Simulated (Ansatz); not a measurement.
The relaxed structure here is a generated cell of In: the first start was made by placing the elements on the sites of a structure type, and the end was not matched to a known phase here, so it may be hypothetical. Known forms of In include space group No. 139.

A relaxed cell of In (Fd-3m (No. 227)), relaxed on a k-mesh at least as fine as the one used below. These are r2SCAN (plane waves to 500 eV, PAW, scalar-relativistic; Ansatz, a quantum-chemistry and plane-wave program) values and carry that method's errors. Γ-centred k-mesh 9×5×9 on the run's cell (coarser than for final values), Fermi–Dirac smearing 0.05 eV.

```xyz
4
Lattice="0.0000 3.3063 3.3063 6.6126 0.0000 6.6126 3.3063 3.3063 0.0000" Properties=species:S:1:pos:R:3 pbc="T T T"
In     1.6531     1.6531     1.6531
In     4.9594     1.6531     4.9594
In     0.0000     0.0000     0.0000
In     3.3063     0.0000     3.3063
```

Every atom was then displaced, and the forces became (eV/Å):

| atom | Fx | Fy | Fz |
|---|---|---|---|
| In1 | 0.43 | 0.58 | 0.33 |
| In2 | -0.58 | -0.27 | 0.28 |
| In3 | -0.37 | -0.64 | -0.30 |
| In4 | 0.52 | 0.33 | -0.31 |

**Question.** Which atom was moved farthest relative to the others, and in which direction?

**Answer.** In4, by (-0.18, 0.04, 0.04) Å (0.19 Å, mean shift removed); the next is In1 with 0.15 Å. Its force makes an angle of 137° with its move.

All displacements (Å):

| atom | ux | uy | uz |
|---|---|---|---|
| In1 | -0.025 | -0.037 | -0.116 |
| In2 | 0.141 | -0.004 | 0.099 |
| In3 | 0.147 | -0.019 | 0.025 |
| In4 | -0.153 | 0.031 | 0.061 |

**Question.** Estimate the energy cost of the displacement in the harmonic approximation and compare with the calculation.

**Answer.** For a harmonic well ΔE = −½ Σ F·u = 0.130 eV a cell, or 33 meV/atom. The calculated energy relative to the undisplaced cell is +0.04 eV/atom, so the harmonic estimate holds well.

The undisplaced cell is probably no minimum: from this displacement the run went on to R-3m (No. 166), 0.29 eV/atom below it.

No spin polarisation in the result.
